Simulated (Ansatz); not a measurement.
Given:

Ta2GeB2:
```yaml
crystal:
  lattice:
    - [3.15659, 0.00000, 0.00000]
    - [-1.57829, 2.73369, 0.00000]
    - [0.00000, 0.00000, 6.99010]
  atoms:
    - { symbol: Ta, position: [0.33333, 0.66667, 0.72112] }
    - { symbol: Ta, position: [0.33333, 0.66667, 0.27888] }
    - { symbol: Ge, position: [0.00000, 0.00000, 0.00000] }
    - { symbol: B, position: [0.00000, 0.00000, 0.50000] }
    - { symbol: B, position: [0.66667, 0.33333, 0.50000] }
```

This is the PBEsol-relaxed structure.

Problem. All from the program Ansatz at the PBEsol level (PAW), unless another level is named. Estimate the bulk modulus (Birch–Murnaghan fit).

Solution. 239 GPa.

Problem. Predict the highest zone-centre frequency.

Solution. 741 cm⁻¹.

Space group P-6m2. The start of the workflow was typed in or built on a structure type; neither database checked (COD, Materials Project) lists it. Its standing as an ambient phase is unchecked. The PBEsol relaxation kept the symmetry of its start; whether a distortion lowers the energy is not shown. The run is not spin-polarised. As this level gives no gap, phonon frequencies hold no LO–TO term and depend on the k-mesh and smearing (Fermi–Dirac, 0.1 eV here). Spin–orbit coupling is left out wherever it is not named.

Potentials: the earlier of the program's two PAW sets. The files were generated under PBE; for other functionals the program regenerates the frozen cores, and for LDA and PBEsol the local potential too.
